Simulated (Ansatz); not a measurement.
A relaxed cell of CeO2 (P4₂/mnm (No. 136)), relaxed on a k-mesh at least as fine as the one used below. Method: r2SCAN (plane waves to 500 eV, PAW, scalar-relativistic; Ansatz, a program for electronic structure). Γ-centred k-mesh 3×5×6 on the run's cell (coarser than for final values), Fermi–Dirac smearing 0.05 eV.

```
CeO2
1.0
   10.21364     0.00000     0.00000
    0.00000     5.10682     0.00000
    0.00000     0.00000     3.62424
Ce O
4 8
Cartesian
  2.55341   2.55341   1.81212
  7.66023   2.55341   1.81212
  0.00000   0.00000   0.00000
  5.10682   0.00000   0.00000
  4.14818   4.14818   1.81212
  9.25500   4.14818   1.81212
  1.59477   3.51204   0.00000
  6.70159   3.51204   0.00000
  3.51204   1.59477   0.00000
  8.61886   1.59477   0.00000
  0.95864   0.95864   1.81212
  6.06545   0.95864   1.81212
```

The atoms are displaced by (Å):

```json
[
 {"atom": "Ce1", "ux": "0.107", "uy": "0.128", "uz": "-0.068"},
 {"atom": "Ce2", "ux": "0.055", "uy": "-0.009", "uz": "-0.008"},
 {"atom": "Ce3", "ux": "0.033", "uy": "-0.017", "uz": "0.041"},
 {"atom": "Ce4", "ux": "-0.023", "uy": "0.082", "uz": "-0.156"},
 {"atom": "O5", "ux": "-0.027", "uy": "0.061", "uz": "0.026"},
 {"atom": "O6", "ux": "0.067", "uy": "-0.028", "uz": "0.032"},
 {"atom": "O7", "ux": "-0.026", "uy": "-0.085", "uz": "-0.035"},
 {"atom": "O8", "ux": "-0.126", "uy": "0.009", "uz": "0.006"},
 {"atom": "O9", "ux": "0.116", "uy": "-0.101", "uz": "0.007"},
 {"atom": "O10", "ux": "0.176", "uy": "0.088", "uz": "-0.013"},
 {"atom": "O11", "ux": "-0.015", "uy": "-0.036", "uz": "-0.017"},
 {"atom": "O12", "ux": "-0.012", "uy": "-0.019", "uz": "-0.132"}
]
```

### Question
What forces (eV/Å) and pressure result?

### Answer
| atom | Fx | Fy | Fz |
|---|---|---|---|
| Ce1 | -1.22 | -1.53 | 0.30 |
| Ce2 | -0.57 | 0.33 | -0.09 |
| Ce3 | 0.25 | 0.39 | -0.34 |
| Ce4 | 2.00 | -0.82 | 1.22 |
| O5 | -0.76 | -0.71 | -1.03 |
| O6 | -0.69 | -0.16 | -0.05 |
| O7 | 0.84 | -0.09 | -0.01 |
| O8 | 1.18 | -0.88 | -0.18 |
| O9 | -1.80 | 2.05 | -0.14 |
| O10 | -1.02 | 0.28 | 0.05 |
| O11 | 0.84 | 0.33 | 0.12 |
| O12 | 0.94 | 0.79 | 0.16 |

Pressure +1.5 GPa.

### Question
Estimate the energy cost of the displacement in the harmonic approximation and compare with the calculation.

### Answer
For a harmonic well ΔE = −½ Σ F·u = 0.804 eV a cell, or 67 meV/atom. The calculated energy relative to the undisplaced cell is +0.065 eV/atom, so the harmonic estimate holds well.

No spin polarisation in the result: the starting moments vanished. No Hubbard U is applied. The f-shell occupation is the one the SCF fell into and was not checked against other states.

The run that gave the undisplaced cell could not lose the symmetry of its start.

The first start was generated by placing the elements on the sites of a structure type. Materials Project lists a structure of CeO2 in the same space group, P4₂/mnm (No. 136); the sites were not compared with it, nor with measured phases. Known forms of CeO2 include space group No. 225.
